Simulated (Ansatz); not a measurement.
A frame of Si$_{3}$N$_{4}$ from dynamics at 4000 K, with the forces (eV/Å) computed on a k mesh in the last three columns. Method: DFT PBE, scalar-relativistic, plane waves, PAW (Ansatz).

Settings: cutoff 420 eV, Γ-centred mesh 4×4×4 on the computed 21-atom cell, Fermi–Dirac smearing of 0.34 eV; no spin polarisation.

```xyz
21
Lattice="6.452 0.246 0.276 0.246 6.258 0.239 0.276 0.239 5.974" Properties=species:S:1:pos:R:3:forces:R:3 pbc="T T T"
Si    1.000    4.453    3.923   -2.220   -1.750   -0.250
Si    2.911    5.893    2.704    2.710    3.580   -5.920
Si    1.283    2.128    1.987   -0.960    2.510    3.930
Si    5.476    3.592    2.067   -0.550   -0.660    1.120
Si    5.506    0.966    3.216   -3.020    0.460   -3.560
Si    3.950    3.960    4.837    2.730   -1.580   -2.920
Si    6.518    2.681    5.777    0.960    1.520   -3.090
Si    4.996    0.371    0.396   -9.070   -3.240   -1.180
Si    0.945    5.692    1.350    2.470   -4.830    3.740
N     1.264    2.750    3.665   -1.540    1.750    2.090
N     1.708    3.251    0.937   -1.270    0.170   -3.380
N     4.058    0.480    2.171    2.430    2.720   -2.370
N     6.467    0.823    0.566    5.230    5.270   -0.270
N     1.410    0.695    2.719   -1.170   -3.040   -0.880
N     6.047    5.490    2.922    4.750   -2.330   -0.540
N     4.609    2.808    3.356   -0.510    2.400   -0.450
N     3.447    4.872    1.054    0.370    5.690    1.230
N     3.608    3.716    0.783   -0.570   -3.030   -1.370
N     5.422    1.352    4.754   -1.140   -0.330    5.860
N     2.805    4.787    3.743   -0.680   -4.410    7.670
N     5.866    4.505    5.287    1.050   -0.860    0.550
```

Static pressure 12.8 GPa (no kinetic part), no gap on the mesh.

Counting as bonded all pairs within 1.2 times the summed covalent radii:

```tsv
atom → neighbour	mean count	mean length (Å)	spread (Å)
N → N	0.17	1.20	0.00
N → Si	2.50	1.84	0.18
Si → N	3.33	1.84	0.18
Si → Si	1.11	2.52	0.09
```

Angles between all pairs of such bonds at an atom (mean ± spread): 113 ± 21° at N, 100 ± 30° at Si.

Cost: 1 run of about 1.6 core-minutes, on Arm Neoverse V2 (shared hosts).